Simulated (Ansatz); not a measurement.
An Ansatz (a first-principles code) run. Input:

Ansatz 0.2 input:
```yaml
crystal:
  lattice:
    - [3.9912917721, 0.0, 0.0]
    - [0.0, 3.9912917721, 0.0]
    - [0.0, 0.0, 3.9912917721]
  atoms:
    - { symbol: K, position: [0.5, 0.5, 0.5] }
    - { symbol: Mg, position: [0.0, 0.0, 0.0] }
    - { symbol: F, position: [0.5, 0.0, 0.0] }
    - { symbol: F, position: [0.0, 0.5, 0.0] }
    - { symbol: F, position: [0.0, 0.0, 0.5] }
kpoints:
  mp_grid: { grid: [7, 7, 7] }
hamiltonian:
  xc: pbesol
  pseudopotentials: { kind: paw }
scf:
  occupations: { method: fixed }
dielectric: {}
```

Output (shortened):

```
Pseudopotential: K, paw, valence charge 9
Pseudopotential: Mg, paw, valence charge 10
Pseudopotential: F, paw, valence charge 7
Functional definition: PBEsol
Crystal: 5 atoms, lattice volume = 63.583 Å³
Basis set: ecut = 420 eV, 1237 PW (Γ), exchange–correlation on 54×54×54 points (8 copies of the dense FFT grid, shifted against one another)
Bands: 25, of which v1, the nominal top of the filled ones, is band 20 counted from 1 (19 counted from 0)
Symmetry: 48 space group operations
k-points: 40 of 343 (irreducible under 8 space group operations, time reversal used)
SCF iter   1: F=—  HF=-5837.516346 eV  |F-HF|=—  |Δ(HF+E_count)|=         —  Δρ=1.37e-2  dr2=7.41e-2  ethr=1.77e-3  ⟨swp⟩=4.5  Hψ=4228  notcnv=0  defer=67
preconditioner: auto → Resta (q_TF=auto, 2.525 Å⁻¹)
SCF iter   2: F=—  HF=-5837.493096 eV  |F-HF|=—  |Δ(HF+E_count)|=   2.33e-2  Δρ=2.39e-3  dr2=1.35e-3  ethr=1.85e-4  ⟨swp⟩=2.1  Hψ=2014  notcnv=0  defer=112
SCF iter   3: F=—  HF=-5837.492807 eV  |F-HF|=—  |Δ(HF+E_count)|=   2.89e-4  Δρ=9.01e-4  dr2=3.31e-4  ethr=3.37e-6  ⟨swp⟩=2.1  Hψ=1654  notcnv=0  defer=116
SCF iter   4: F=—  HF=-5837.492843 eV  |F-HF|=—  |Δ(HF+E_count)|=   3.61e-5  Δρ=2.32e-4  dr2=2.23e-5  ethr=8.27e-7  ⟨swp⟩=2.0  Hψ=1564  notcnv=0  defer=116
SCF iter   5: F=—  HF=-5837.492857 eV  |F-HF|=—  |Δ(HF+E_count)|=   1.41e-5  Δρ=2.88e-5  dr2=5.68e-7  ethr=5.58e-8  ⟨swp⟩=2.7  Hψ=1900  notcnv=0  defer=40
SCF iter   6: F=—  HF=-5837.492857 eV  |F-HF|=—  |Δ(HF+E_count)|=   1.75e-7  Δρ=5.10e-6  dr2=2.53e-8  ethr=1.42e-9  ⟨swp⟩=2.0  Hψ=1553  notcnv=0  defer=40
SCF iter   7: F=—  HF=-5837.492857 eV  |F-HF|=—  |Δ(HF+E_count)|=   3.58e-8  Δρ=1.15e-6  dr2=1.09e-9  ethr=6.33e-11  ⟨swp⟩=2.0  Hψ=1483  notcnv=0  defer=40
SCF iter   8: F=-5837.492857 eV  HF=-5837.492857 eV  |F-HF|=1.46e-11  |Δ(HF+E_count)|=  5.11e-10  Δρ=1.36e-7  dr2=5.43e-12  ethr=1.00e-12  ⟨swp⟩=8.2  Hψ=4410  notcnv=0
SCF 1 converged in 8 iterations: F = -5837.492857 eV  dr2 = 5.43e-12
NSCF: frozen V_eff on 5 k-points
DFPT response loops at Γ: preconditioner auto → none (the input reference at scf.mixing.eps_inf says where Resta's filter doesn't serve); β = 0.50 …
SCF converged after 8 iterations
Free energy (F): -5837.492857 eV
Harris-Foulkes:  -5837.492857 eV  (|F-HF|=1.46e-11)
Internal energy: -5837.492857 eV  (E = F + TS)
E sigma→0 (E₀):  -5837.492857 eV
Fermi energy:    2.673124 eV
--- Per-component energies (eV) ---
  E_band       = -502.326672
  E_kinetic    = 953.614074
  E_local      = -3733.729332  (includes V_loc(G=0)·N_el)
  E_nonlocal   = 330.535095
  E_hartree    = 1354.774368
  E_xc         = -400.896766
  E_vxc        = -508.901979  (∫ρ·V_xc dr)
  E_paw        = -1624.129511  (= ΣΔE_a)
  E_vpaw       = -253.399349  (= ΣTr[D̂ρ^β])
  E_aug_tail   = 0.006078  (compensation charges beyond the density's cutoff)
  E_ewald      = -2717.960938
  E_core_change = 0.294075  (= ΣΔE_core)
  E_smearing   =  0.000000  (= −TS)
  E_closure    = 0.000000  (closes the sum)
  Σ components = -5837.492857   (vs F -5837.492857, Δ=0.00e0)
  [band-id]    e_kinetic+e_local+e_nonlocal+2·e_hartree+e_vxc+e_vpaw+e_augmentation_tail = -502.326677   (vs E_band -502.326672, Δ=-4.90e-6)
--- Band table (eV; the first three rows and the last of 40) ---
  k-point 0: bands = ["-67.6627", "-34.6193", "-34.6193", "-34.6193", "-22.7677", "-17.2882", "-16.6269", "-16.6269", "-6.3337", "-6.3337", "-6.3337", "0.2833", "0.2833", "0.2833", "2.0770", "2.0770", "2.0770", "2.3834", "2.3834", "2.3834", "9.8227", …
  k-point 1: bands = ["-67.6627", "-34.6206", "-34.6192", "-34.6192", "-22.7622", "-17.2645", "-16.6519", "-16.6253", "-6.3308", "-6.3230", "-6.3230", "0.2963", "0.3060", "0.3060", "2.0274", "2.0338", "2.0338", "2.1852", "2.3431", "2.3431", "10.1845", …
  k-point 2: bands = ["-67.6627", "-34.6237", "-34.6191", "-34.6191", "-22.7497", "-17.2041", "-16.7150", "-16.6216", "-6.3244", "-6.2987", "-6.2987", "0.3615", "0.3615", "0.3626", "1.7332", "1.9209", "1.9338", "1.9338", "2.2543", "2.2543", "11.1118", …
  k-point 39: bands = ["-67.6626", "-34.6257", "-34.6257", "-34.6257", "-22.7058", "-16.8204", "-16.7818", "-16.7818", "-6.5085", "-6.5085", "-6.4875", "-1.1230", "0.9894", "1.0535", "1.0535", "1.5481", "1.5481", "2.6404", "2.6404", "2.6731", "13.0557", …
--- Dielectric response (ions clamped): 1 representative field direction + reference, on 40 of 343 k-points (Σ response iterations 8) ---
  ε∞ (high-frequency dielectric tensor):
        2.118969     0.000000     0.000000
        0.000000     2.118969     0.000000
        0.000000     0.000000     2.118969
  Born effective charges Z* (e; rows j = field, columns β = displacement):
    site 0:
         1.19003    0.00000    0.00000
         0.00000    1.19003    0.00000
         0.00000    0.00000    1.19003
    site 1:
         2.00222    0.00000    0.00000
         0.00000    2.00222    0.00000
         0.00000    0.00000    2.00222
    site 2:
        -1.27638    0.00000    0.00000
         0.00000   -0.95794    0.00000
         0.00000    0.00000   -0.95794
    site 3:
        -0.95794    0.00000    0.00000
         0.00000   -1.27638    0.00000
         0.00000    0.00000   -0.95794
    site 4:
        -0.95794    0.00000    0.00000
         0.00000   -0.95794    0.00000
         0.00000    0.00000   -1.27638
  Z* charge neutrality: 1.028e-5 e pre-enforcement
  k-mesh period / interband length: 27.9 Å / 0.86 Å = 32.30 at k = (0.0000, 0.0000, 0.0000), direct gap 7.439 eV — 14 or more, which is no proof of convergence
```

Cost: very roughly 22 core-seconds on shared cores.

Space group Pm-3m (cubic perovskite). The cell was relaxed with PBEsol under the symmetry of its start; of distortions, only those at the zone centre were tested.

Potentials: the later of the program's two PAW sets.

Ansatz is a plane-wave DFT program.
